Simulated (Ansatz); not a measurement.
MgSe (rock salt, Fm-3m), the program Ansatz at the PBEsol level (PAW). The conduction-band minimum lies at X, with 3 equivalent valleys. Second derivatives d²E/dk² of the lowest band at one valley (eV·Å²), along Cartesian directions:

```json
[
 {"direction": "[100]", "d²E/dk²": "15.69"},
 {"direction": "[010]", "d²E/dk²": "32.48"},
 {"direction": "[001]", "d²E/dk²": "32.48"},
 {"direction": "[110]", "d²E/dk²": "24.09"},
 {"direction": "[101]", "d²E/dk²": "24.09"},
 {"direction": "[011]", "d²E/dk²": "32.44"}
]
```

Q: Find the principal effective masses, the density-of-states mass and the conductivity mass.

A: Off-diagonal terms follow from H_xy = H[110] − (H_xx + H_yy)/2, and m*/mₑ = 7.620 eV·Å² over each eigenvalue: 0.23, 0.23, 0.49. One valley's DOS mass (m₁m₂m₃)^(1/3) = 0.30, conductivity mass 3/(Σ 1/mᵢ) = 0.28 mₑ.

Q: What effective density of states Nc follows at 300 K for parabolic valleys?

A: Nc = 2.509e19 × 3 × (0.30)^(3/2) ≈ 1.2e19 cm⁻³.

The cell was relaxed with PBEsol under the symmetry of its start. Spin–orbit coupling is left out wherever it is not named.

Potentials: the later of the program's two PAW sets.

Edges and masses are those of Kohn–Sham bands, whose gap is no quasiparticle gap.
